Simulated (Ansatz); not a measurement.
Cd (hcp (Mg type), P6_3/mmc) under volume change, PBE+D3(BJ) in the plane-wave PAW code Ansatz, shape and atoms relaxed at each volume.

```csv
V (Å³/atom),E − E(relaxed) (meV/atom),P (GPa)
19.325,36.8,6.85
19.962,15.2,4.10
20.599,3.5,1.84
21.236,0.0,0.00
21.873,3.0,-1.47
22.510,11.4,-2.69
23.148,24.1,-3.64
```

Q: What does a third-order Birch–Murnaghan fit give for V₀, B₀ and B′?

A: V₀ = 21.24 Å³/atom, B₀ = 54.8 GPa, B′ = 6.0.

The PBE+D3(BJ) relaxation kept the symmetry of its start. The pairwise dispersion correction was not fitted to metals.

Potentials: the later of the program's two PAW sets.
